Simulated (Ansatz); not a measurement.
SnO$_{2}$:
```
CELL_PARAMETERS angstrom
      4.82744     0.00000     0.00000
      0.00000     4.82744     0.00000
      0.00000     0.00000     3.23819
ATOMIC_POSITIONS crystal
  Sn 0.00000 0.00000 0.00000
  Sn 0.50000 0.50000 0.50000
  O  0.30657 0.30657 0.00000
  O  0.19343 0.80657 0.50000
  O  0.69343 0.69343 0.00000
  O  0.80657 0.19343 0.50000
```

Relaxed with PBE.

### Question
Give the Bader charges and basin volumes of the independent atoms, the program Ansatz at the PBE level (PAW).

### Answer


```
atom  Bader charge (e)  Bader volume (Å³)
----  ----------------  -----------------
Sn1              +2.47               10.7
O3               -1.23               13.5
```

Space group P4_2/mnm (rutile). The PBE relaxation kept the symmetry of its start. Scalar-relativistic: spin–orbit coupling is off unless named, which matters more the heavier the elements.

Potentials: the later of the program's two PAW sets.
